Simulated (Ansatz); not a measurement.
La₂S₃O₁₂:
```cif
data_La12O72S18
_chemical_formula_sum 'La12 S18 O72'
_space_group_name_H-M_alt 'R-3c :H'
_space_group_IT_number 167
_space_group_name_Hall '-R 3 2"c'
_cell_length_a 9.68088
_cell_length_b 9.68088
_cell_length_c 24.66480
_cell_angle_alpha 90.000
_cell_angle_beta 90.000
_cell_angle_gamma 120.000
loop_
_atom_site_label
_atom_site_type_symbol
_atom_site_symmetry_multiplicity
_atom_site_Wyckoff_symbol
_atom_site_fract_x
_atom_site_fract_y
_atom_site_fract_z
_atom_site_occupancy
La1 La 12 c 0.00000 0.00000 0.14131 1
S1 S 18 e 0.28094 0.28094 0.75000 1
O1 O 36 f 0.02377 0.20552 0.20169 1
O2 O 36 f 0.22661 0.19155 0.09103 1
```
(The calculation used a cell of 34 atoms; values per cell refer to that cell.)

Relaxed with r²SCAN.

Problem. Which orbitals make up the states near the band edges in DFT-r²SCAN in the program Ansatz with PAW potentials?

Solution. Top 1 eV of the valence band: O 2p 96 %. Bottom 1 eV of the conduction band: La 4f 97 %. Projections are on Löwdin-orthogonalised atomic valence shells; empty p or d shells of many metals are not among them.

Problem. Tabulate the density of states.

Solution. States/eV per cell of 34 atoms, in 0.25 eV bins, energy from the valence-band maximum.

```tsv
E (eV)	total	O 2p	La 4f	La 5d
-7.85	1.04	0.38	0.01	0.01
-7.60	0.00	0.00	0.00	0.00
-7.35	0.00	0.00	0.00	0.00
-7.10	0.00	0.00	0.00	0.00
-6.85	0.00	0.00	0.00	0.00
-6.60	2.54	1.52	0.00	0.26
-6.35	30.78	18.51	0.02	2.75
-6.10	26.74	16.14	0.06	0.82
-5.85	18.65	11.00	0.12	0.29
-5.60	58.41	34.14	0.59	0.22
-5.35	6.88	3.99	0.06	0.01
-5.10	0.00	0.00	0.00	0.00
-4.85	0.00	0.00	0.00	0.00
-4.60	0.00	0.00	0.00	0.00
-4.35	0.00	0.00	0.00	0.00
-4.10	0.00	0.00	0.00	0.00
-3.85	0.00	0.00	0.00	0.00
-3.60	0.00	0.00	0.00	0.00
-3.35	0.00	0.00	0.00	0.00
-3.10	0.00	0.00	0.00	0.00
-2.85	48.30	43.06	0.08	2.75
-2.60	62.34	56.83	0.29	1.71
-2.35	67.28	61.25	0.39	1.43
-2.10	61.88	56.69	0.66	0.57
-1.85	0.21	0.19	0.00	0.00
-1.60	0.00	0.00	0.00	0.00
-1.35	0.00	0.00	0.00	0.00
-1.10	0.00	0.00	0.00	0.00
-0.85	0.00	0.00	0.00	0.00
-0.60	30.37	27.87	0.12	2.12
-0.35	56.16	53.86	0.59	1.15
-0.10	57.47	56.35	0.44	0.21
0.15	0.00	0.00	0.00	0.00
0.40	0.00	0.00	0.00	0.00
0.65	0.00	0.00	0.00	0.00
0.90	0.00	0.00	0.00	0.00
1.15	0.00	0.00	0.00	0.00
1.40	0.00	0.00	0.00	0.00
1.65	0.00	0.00	0.00	0.00
1.90	0.00	0.00	0.00	0.00
2.15	0.00	0.00	0.00	0.00
2.40	0.00	0.00	0.00	0.00
2.65	0.00	0.00	0.00	0.00
2.90	0.00	0.00	0.00	0.00
3.15	0.00	0.00	0.00	0.00
3.40	0.00	0.00	0.00	0.00
3.65	0.00	0.00	0.00	0.00
3.90	0.00	0.00	0.00	0.00
4.15	0.00	0.00	0.00	0.00
4.40	0.00	0.00	0.00	0.00
4.65	0.00	0.00	0.00	0.00
4.90	0.00	0.00	0.00	0.00
5.15	0.00	0.00	0.00	0.00
5.40	32.00	0.01	31.88	0.06
5.65	168.41	1.67	162.34	1.41
5.90	23.58	0.53	22.52	0.09
6.15	0.00	0.00	0.00	0.00
6.40	0.00	0.00	0.00	0.00
6.65	27.35	1.51	0.63	21.48
6.90	29.99	1.85	0.56	23.72
7.15	25.13	1.88	0.23	19.70
```

The workflow started from a Materials Project entry (that database holds measured and hypothetical structures alike); the Crystallography Open Database copy checked does not list it. Whether it is the stable phase at ambient conditions was not checked. The cell was relaxed with r²SCAN under the symmetry of its start; whether a distortion lowers the energy is not shown. Scalar-relativistic: spin–orbit coupling is off unless named, which matters more the heavier the elements.

Potentials: the later of the program's two PAW sets.
